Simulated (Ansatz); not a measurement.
Relaxation of a relaxed Be cell, doubled along one cell vector, shaken by Gaussian noise of σ = 0.08 Å a coordinate; 4 atoms in the cell, which starts as P1 (No. 1), aP4; a = b = 2.264 Å, c = 7.122 Å, α = β = 90.00°, γ = 120.00°. The numbers are results of PBE (plane waves to 420 eV, PAW, scalar-relativistic; Ansatz, a first-principles code), not measurements. Γ-centred k-mesh 16×16×5 on the run's cell (coarser than for final values), Fermi–Dirac smearing 0.05 eV. This is the first round of the run. 

The optimiser's lines from the output (shortened; P is positive under compression):

```
relax step   1: F+E_penalty+E_count = -371.01271856 eV  Δ(F+E_penalty+E_count) = +0.000e0 eV  max|allowed force component| = 4.149e-1 eV/Å  Δτ_max = 0.0000 Å  P = +0.326 GPa  Ω = 31.627 Å³  (8 SCF iters, dr2 threshold 1.00e-7 eV, accepted)
relax step   2: F+E_penalty+E_count = -371.06265515 eV  Δ(F+E_penalty+E_count) = -4.994e-2 eV  max|allowed force component| = 1.751e-1 eV/Å  Δτ_max = 0.0772 Å  P = +0.232 GPa  Ω = 31.577 Å³  (7 SCF iters, dr2 threshold 4.00e-7 eV, accepted)
relax step   3: F+E_penalty+E_count = -371.06603974 eV  Δ(F+E_penalty+E_count) = -3.385e-3 eV  max|allowed force component| = 3.113e-3 eV/Å  Δτ_max = 0.0215 Å  P = -0.125 GPa  Ω = 31.662 Å³  (7 SCF iters, dr2 threshold 4.00e-7 eV, accepted)
relax step   4: F+E_penalty+E_count = -371.06614059 eV  Δ(F+E_penalty+E_count) = -1.009e-4 eV  max|allowed force component| = 3.512e-4 eV/Å  Δτ_max = 0.0010 Å  P = -0.008 GPa  Ω = 31.631 Å³  (4 SCF iters, dr2 threshold 4.00e-7 eV, accepted)
relax step   5: F+E_penalty+E_count = -371.06614125 eV  Δ(F+E_penalty+E_count) = -6.563e-7 eV  max|allowed force component| = 1.620e-4 eV/Å  Δτ_max = 0.0000 Å  P = -0.000 GPa  Ω = 31.629 Å³  (5 SCF iters, dr2 threshold 1.10e-9 eV, accepted)
relax step   6: F+E_penalty+E_count = -371.06614215 eV  Δ(F+E_penalty+E_count) = -9.046e-7 eV  max|allowed force component| = 1.747e-4 eV/Å  Δτ_max = 0.0000 Å  P = +0.000 GPa  Ω = 31.629 Å³  stress off target by 1.39e-3 GPa  SCF on the basis re-selected at this cell (its energy is not comparable with the rows above)  (9 SCF iters)
```

From the first to the last row the energy changes by -0.01 eV/atom and the volume by 0.0 %. The last row is marked as not comparable with the walk above it, whose basis was carried along; it does compare with step 1, since both stand on a basis selected at the nominal cutoff for their own cell.

Later rounds, restarted from the end of this one on a renewed k-mesh, logged 3 more steps and released under 0.01 eV/atom more. The final structure after all rounds: P6₃/mmc (No. 194), hP2, hcp (Mg type); a = b = 2.265 Å, c = 3.561 Å, α = β = 90.00°, γ = 120.00°. No spin polarisation in the result.
